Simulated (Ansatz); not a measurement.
# Ga2B, a known structure type with other elements, at an estimated volume

```yaml
crystal:
  lattice:
    - [2.73842, 0.00000, 0.00000]
    - [0.00000, 2.73842, 0.00000]
    - [0.00000, 0.00000, 5.65006]
  atoms:
    - { symbol: Ga, position: [0.50000, 0.50000, 0.29500] }
    - { symbol: Ga, position: [0.50000, 0.50000, 0.70500] }
    - { symbol: B, position: [0.00000, 0.00000, 0.00000] }
```

The numbers come from plane-wave PAW DFT (Ansatz): PBEsol, no spin polarisation, 420 eV, 12×12×6 Γ-centred k points, gaussian occupations (width 0.2741 eV). Nothing was relaxed.

**At the Fermi level.** It is a metal, with about 1.2 states/eV a cell as the mean within 0.25 eV of the Fermi level, mostly Ga p (38 %), Ga s (21 %) and B p (20 %).
**Contacts.** Ga–Ga at 2.32 Å: least valence density 0.48 e/Å³ and ELF 0.52 there. Ga–B at 2.55 Å: least valence density 0.26 e/Å³ and ELF 0.41 there. B–B at 2.74 Å: least valence density 0.19 e/Å³ and ELF 0.29 there. Both are smooth PAW fields, read partly inside the augmentation spheres.
**Formation energy.** 0.87 eV an atom against the elements' usual phases (free molecules for gases, crystals otherwise, with no correction for O₂ or N₂), so at this geometry it isn't bound against them. Relaxing would lower it.
**Charges.** Bader charges in e: Ga +0.25, B -0.50. In the mean Ga gives up most and B takes most.

Origin: a known structure type with other elements, at an estimated volume, so it need not be a known compound. Caveats: atoms or cell far from equilibrium; wide smearing.
